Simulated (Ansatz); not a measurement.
Starting structure of a cell relaxation (symmetry kept):

```cif
data_structure
_symmetry_space_group_name_H-M 'P 1'
_symmetry_Int_Tables_number 1
_cell_length_a 4.0264
_cell_length_b 4.0264
_cell_length_c 4.0264
_cell_angle_alpha 60.000
_cell_angle_beta 60.000
_cell_angle_gamma 60.000
_cell_volume 46.16
loop_
_atom_site_label
_atom_site_type_symbol
_atom_site_fract_x
_atom_site_fract_y
_atom_site_fract_z
_atom_site_occupancy
Na1 Na 0.00000 0.00000 0.00000 1
Cl1 Cl 0.50000 0.50000 0.50000 1
```

The calculation used Ansatz, DFT LDA, scalar-relativistic, plane waves, PAW.

Cutoff 420 eV; k points 8×8×8 on the computed 2-atom cell (Γ-centred); Gaussian smearing, width 0.02 eV; no spin polarisation.

What does it relax to?

The volume drops by 2.69 Å³/atom to 20.39 Å³/atom, and the energy falls by 27.9 meV/atom. Final structure:
```
Na Cl
1.0
     0.00000    2.73179    2.73179
     2.73179    0.00000    2.73179
     2.73179    2.73179    0.00000
Na Cl
1 1
Direct
  0.00000 0.00000 0.00000
  0.50000 0.50000 0.50000
```

Cost: 1 run of about 0.087 core-minutes, on Arm Neoverse V2 (shared hosts).